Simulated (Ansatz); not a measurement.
Consider the following.

ScAg4:
```yaml
crystal:
  lattice:
    - [-3.30295, 3.30295, 2.03296]
    - [3.30295, -3.30295, 2.03296]
    - [3.30295, 3.30295, -2.03296]
  atoms:
    - { symbol: Sc, position: [0.00000, 0.00000, 0.00000] }
    - { symbol: Ag, position: [0.80043, 0.59966, 0.40008] }
    - { symbol: Ag, position: [0.19957, 0.40034, 0.59992] }
    - { symbol: Ag, position: [0.40034, 0.80043, 0.20077] }
    - { symbol: Ag, position: [0.59966, 0.19957, 0.79923] }
```

This is the r²SCAN-relaxed structure.

Problem. All from plane-wave PAW r²SCAN (Ansatz code), unless another level is named. Give the density of states at the Fermi level.

Solution. 0.36 states/eV per atom (mean over ±0.08 eV).

Problem. Give the formation energy from the elements (no fitted shifts).

Solution. -0.20 eV/atom.

Space group I4/m. The workflow started from a Materials Project entry (that database holds measured and hypothetical structures alike); the Crystallography Open Database files this formula in space group No. 87, but the cells were not matched. Its standing as an ambient phase is unchecked. The cell was relaxed with r²SCAN under the symmetry of its start; whether a distortion lowers the energy is not shown. The run is not spin-polarised. The references are the lowest solids computed at this level, not always the standard phases. Scalar-relativistic: spin–orbit coupling is off unless named, which matters more the heavier the elements.

Potentials: the later of the program's two PAW sets.
